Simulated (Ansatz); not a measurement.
## Electric field gradients in VPt

These are results of DFT LDA, scalar-relativistic, plane waves, PAW in Ansatz 0.2.0, not measurements. Plane waves to 420 eV; Γ-centred k mesh 16×16×12; Fermi-Dirac smearing of 0.15 eV. No spin polarisation.

The cell, relaxed at this level:
```
CELL_PARAMETERS angstrom
2.65488 0.00000 0.00000
0.00000 2.65488 0.00000
0.00000 0.00000 3.83081
ATOMIC_POSITIONS crystal
V 0.50000 0.50000 0.50000
Pt 0.00000 0.00000 0.00000
```

In a metal these results depend on the k mesh and the smearing. Spin–orbit coupling is left out, which matters for gradients at heavy nuclei.

Question: Give V_zz (10²¹ V/m²) and the asymmetry η at each distinct site.

Answer:
```tsv
atom	V_zz	η
V (atom 1)	1.30	0.00
Pt (atom 2)	-3.61	0.00
```

Cost: 1 run of about 0.25 core-minutes, on Arm Neoverse N1 (shared hosts).